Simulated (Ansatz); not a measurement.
CuI:
```yaml
crystal:
  lattice:
    - [0.00000, 3.03948, 3.03948]
    - [3.03948, 0.00000, 3.03948]
    - [3.03948, 3.03948, 0.00000]
  atoms:
    - { symbol: Cu, position: [0.75000, 0.75000, 0.75000] }
    - { symbol: I, position: [0.00000, 0.00000, 0.00000] }
```

Relaxed with PBE.

### Question
Give the Bader charges and basin volumes of the independent atoms, DFT-PBE in the program Ansatz with PAW potentials.

### Answer


```csv
atom,Bader charge (e),Bader volume (Å³)
Cu1,+0.31,17.8
I2,-0.31,38.4
```

Space group F-43m (zinc blende). The cell was relaxed with PBE under the symmetry of its start. The run is not spin-polarised. Scalar-relativistic: spin–orbit coupling is off unless named, which matters more the heavier the elements.

Potentials: the later of the program's two PAW sets.
